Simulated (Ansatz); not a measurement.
In:
```
In
1.0
    2.58523    -4.33082     0.00000
    2.58523     4.33082     0.00000
    0.00000     0.00000     5.05122
In
4
Direct
  0.84372   0.15628   0.91512
  0.34372   0.65628   0.58488
  0.15628   0.84372   0.08488
  0.65628   0.34372   0.41512
```

Relaxed with PBEsol.

**Question.** Decompose the optical modes at the zone centre into irreducible representations, and say which are infrared and Raman allowed.

**Answer.** Point group mmm: Γ_opt = 2Ag + Au + B1g + B1u + B2g + B2u + 2B3g. Infrared: B1u, B2u. Raman: Ag, B1g, B2g, B3g.

**Question.** Assign frequencies (DFPT, plane-wave PAW PBEsol (Ansatz code)).

**Answer.** B1g 45, Ag 57, B1u 67, Au 78, B3g 107, B2g 127, B2u 131, B3g 142, Ag 158 cm⁻¹.

Subscripts of B labels follow the axes of the standard setting.

Space group Cmce. The start of the workflow was typed in or built on a structure type; neither database checked (COD, Materials Project) lists it. It is not the phase usual at ambient conditions (space group No. 139). The PBEsol relaxation kept the symmetry of its start; whether a distortion lowers the energy is not shown. As this level gives no gap, phonon frequencies hold no LO–TO term and depend on the k-mesh and smearing (Fermi–Dirac, 0.1 eV here).

Potentials: the earlier of the program's two PAW sets. The files were generated under PBE; for other functionals the program regenerates the frozen cores, and for LDA and PBEsol the local potential too.
